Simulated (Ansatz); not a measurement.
**BaPbO$_{3}$: strain energy, fitted**

BaPbO$_{3}$, Pm-3m, a = 4.282 Å. The structure is a Materials Project entry; whether it is the stable form wasn't checked. Ansatz: PBEsol, PAW, 420 eV, Γ-centred 8×8×8 mesh on 5 atoms, Gaussian smearing 0.10 eV; no spin polarisation. Series: biaxial strain in the a-b plane, c and atoms relaxed; x is the strain in per cent. y is the free energy over the unstrained cell, V0 = 15.703 Å³/atom.

```
x (%) y (meV/atom)
 -3.0             ?
 -2.0         10.79
 -1.0          2.57
  0.0          0.00
  1.0          2.43
  2.0          9.41
  3.0         20.52
```

**Question.** Fit y = c2 x² + c3 x³ to the other rows, turn c2 into a modulus, and predict the missing energy.

**Answer.** Least squares on the rows shown. y = 2.5274 x² − 0.082991 x³. In eV per unit strain² c2 is 25.27; M is the biaxial modulus (E = M V0 ε²): 25.27 × 160.2 / (15.703) = 258 GPa. At x = -3.0 the fit asked for gives 24.99 meV/atom. The run gave 25.20 meV/atom, so the fit is 0.21 meV/atom too low, 0.83 % of the span of the series, against an rms of 0.03 meV/atom on the fitted rows. The row lies outside the fitted range. With a term in x⁴ added, a fit to the same known rows predicts 25.19 meV/atom, so most of the miss is curvature that the known rows already hold.

Spin–orbit coupling is left out, which can shift energies with elements as heavy as these.

Symmetry holds off the tilts and polar distortions that many cubic perovskites undergo.